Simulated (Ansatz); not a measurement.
ZrSnO4 on the sites of tetragonal HfO2 (relaxed group P-4m2), relaxed with r2SCAN. The symmetry is P-4m2 (No. 115, tetragonal); conventional cell a = 3.577 Å, c = 5.359 Å, 11.43 Å³ an atom. Zr is surrounded by 8 O at 2.04–2.47 Å; Sn is surrounded by 8 O at 2.04–2.47 Å; O is surrounded by 2 Zr at 2.04 Å and 2 Sn at 2.47 Å; O is surrounded by 2 Sn at 2.04 Å and 2 Zr at 2.47 Å.

```
CELL_PARAMETERS angstrom
3.57749 0.00000 0.00000
0.00000 3.57749 0.00000
0.00000 0.00000 5.35917
ATOMIC_POSITIONS crystal
Zr 0.50000 0.50000 0.50000
Sn 0.00000 0.00000 0.00000
O 0.50000 0.00000 0.68301
O 0.00000 0.50000 0.81748
O 0.00000 0.50000 0.31699
O 0.50000 0.00000 0.18252
```

The questions ask for values computed with the plane-wave code Ansatz on this geometry. These are computed values for a non-magnetic cell that may be hypothetical; none is a measurement.

Given (8×8×6 mesh): The r2SCAN gap is indirect, 2.54 eV (M to Γ), below the direct gap of 2.70 eV at Γ.

(1) What does PBE+SOC give for the gap (8×8×6 mesh)?

(2) How does the gap change from r2SCAN to PBE0 (4×4×4)?

(3) Order these levels by the gap that they give, smallest first.
A. PBE0
B. r2SCAN
C. PBE
D. HSE06

(4) Roughly how does the cost of the PBE0 run (4×4×4) compare with r2SCAN's (8×8×6)?

(5) How strongly does the crystal screen a field with clamped ions (r2SCAN)?

(6) Relaxed again with PBEsol, is the cell stable at the zone centre, and where do its optical modes lie?

## Answers

(1) The PBE+SOC gap is indirect, 2.01 eV (M to Γ), below the direct gap of 2.13 eV at Γ. Spin-orbit coupling itself accounts for 0.00 eV. The gap differs by -0.53 eV from r2SCAN's.

(2) PBE0 gives an indirect gap of 4.11 eV, from M to Γ; the least direct gap is 4.36 eV at Γ. The gap differs by +1.57 eV from r2SCAN's.

(3) C (2.01 eV), B (2.54 eV), D (3.39 eV), A (4.11 eV).

(4) About 3 times as much (2.5 core-minutes against 50 core-seconds, on 4 threads of Arm Neoverse V1, on a shared host).

(5) The clamped-ion dielectric constant comes out as 5.03 along x and y, 4.62 along z. Born charges, averaged over directions: Zr +5.29, Sn +4.52, O -2.67 to -2.24 e.

(6) The zone-centre optical frequencies run from 42 to 664 cm⁻¹, none imaginary (the rest of the zone wasn't tested). With the long-range field the highest mode reaches 720 cm⁻¹. By the program's warning the force constants, and with them frequencies and ε⁰, aren't converged on this mesh.

Only the levels marked +SOC include spin-orbit coupling.

The meshes of the hybrids are coarse, so their gaps aren't converged to the digits shown.
